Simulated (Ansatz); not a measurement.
Given:

In$_{2}$Pt:
```cif
data_In2Pt
_chemical_formula_sum 'In2 Pt1'
_space_group_name_H-M_alt 'P 1'
_space_group_IT_number 1
_cell_length_a 4.46508
_cell_length_b 4.46508
_cell_length_c 4.46508
_cell_angle_alpha 60.000
_cell_angle_beta 60.000
_cell_angle_gamma 60.000
loop_
_space_group_symop_operation_xyz
  'x, y, z'
loop_
_atom_site_label
_atom_site_type_symbol
_atom_site_fract_x
_atom_site_fract_y
_atom_site_fract_z
_atom_site_occupancy
In1 In 0.25000 0.25000 0.25000 1
In2 In 0.75000 0.75000 0.75000 1
Pt1 Pt 0.00000 0.00000 0.00000 1
```

This is the LDA-relaxed structure.

Problem. All from LDA (plane waves, PAW; program Ansatz), unless another level is named. Predict the Poisson's ratio.

Solution. 0.38.

Problem. Next, the highest zone-centre frequency?

Solution. 145 cm⁻¹.

Space group Fm-3m (fluorite or antifluorite type). The first step of the workflow began from a Materials Project structure, measured or hypothetical; the Crystallography Open Database files this formula in space group No. 225, but the cells were not matched. Whether it is the stable phase at ambient conditions was not checked. Symmetry was held in the LDA relaxation; of distortions, only those at the zone centre were tested. No spin polarisation was allowed. As this level gives no gap, phonon frequencies hold no LO–TO term and depend on the k-mesh and smearing (Fermi–Dirac, 0.1 eV here). Scalar-relativistic: spin–orbit coupling is off unless named, which matters more the heavier the elements.

Potentials: the later of the program's two PAW sets.
